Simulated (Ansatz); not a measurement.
Data:

TiCo$_{2}$:
```cif
data_Co16Ti8
_chemical_formula_sum 'Ti8 Co16'
_space_group_name_H-M_alt 'Fd-3m :1'
_space_group_IT_number 227
_space_group_name_Hall 'F 4d 2 3 -1d'
_cell_length_a 6.55319
_cell_length_b 6.55319
_cell_length_c 6.55319
_cell_angle_alpha 90.000
_cell_angle_beta 90.000
_cell_angle_gamma 90.000
loop_
_atom_site_label
_atom_site_type_symbol
_atom_site_symmetry_multiplicity
_atom_site_Wyckoff_symbol
_atom_site_fract_x
_atom_site_fract_y
_atom_site_fract_z
_atom_site_occupancy
Ti1 Ti 8 b 0.50000 0.50000 0.50000 1
Co1 Co 16 c 0.12500 0.12500 0.12500 1
```
(The calculation used a cell of 6 atoms; values per cell refer to that cell.)

This is the PBEsol-relaxed structure.

Question: All from DFT-PBEsol in the program Ansatz with PAW potentials, unless another level is named. Predict the formation energy from the elements (no fitted shifts).

Answer: -345 meV/atom.

Question: Next, the density of states at the Fermi level?

Answer: 1.5 states/eV per atom (mean over ±0.08 eV).

The first step of the workflow began from a Materials Project structure, measured or hypothetical; the Crystallography Open Database files this formula in space group No. 227, but the cells were not matched. Whether it is the stable phase at ambient conditions was not checked. The cell was relaxed with PBEsol under the symmetry of its start; phonons show weakly imaginary modes. The workflow began spin-polarised and lost its moments. The references are the lowest solids computed at this level, not always the standard phases.

Potentials: the later of the program's two PAW sets.
